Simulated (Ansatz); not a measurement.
Input:

Ta$_{3}$Sb:
```yaml
crystal:
  lattice:
    - [5.23906, 0.00000, 0.00000]
    - [0.00000, 5.23906, 0.00000]
    - [0.00000, 0.00000, 5.23906]
  atoms:
    - { symbol: Ta, position: [0.25000, 0.00000, 0.50000] }
    - { symbol: Ta, position: [0.75000, 0.00000, 0.50000] }
    - { symbol: Ta, position: [0.50000, 0.75000, 0.00000] }
    - { symbol: Ta, position: [0.50000, 0.25000, 0.00000] }
    - { symbol: Ta, position: [0.00000, 0.50000, 0.75000] }
    - { symbol: Ta, position: [0.00000, 0.50000, 0.25000] }
    - { symbol: Sb, position: [0.00000, 0.00000, 0.00000] }
    - { symbol: Sb, position: [0.50000, 0.50000, 0.50000] }
```

This is the PBEsol-relaxed structure.

Question: All from DFT-PBEsol in the program Ansatz with PAW potentials, unless another level is named. Predict the Poisson's ratio.

Answer: 0.30.

Question: Predict the highest zone-centre frequency.

Answer: 218 cm^-1.

Space group Pm-3n (A15 (Cr3Si type)). The first step of the workflow began from a Materials Project structure, measured or hypothetical; the Crystallography Open Database files this formula in space group No. 223, but the cells were not matched. Its standing as an ambient phase is unchecked. Symmetry was held in the PBEsol relaxation; of distortions, only those at the zone centre were tested. The run is not spin-polarised. As this level gives no gap, phonon frequencies hold no LO–TO term and depend on the k-mesh and smearing (Fermi–Dirac, 0.1 eV here). Scalar-relativistic: spin–orbit coupling is off unless named, which matters more the heavier the elements.

Potentials: the later of the program's two PAW sets.
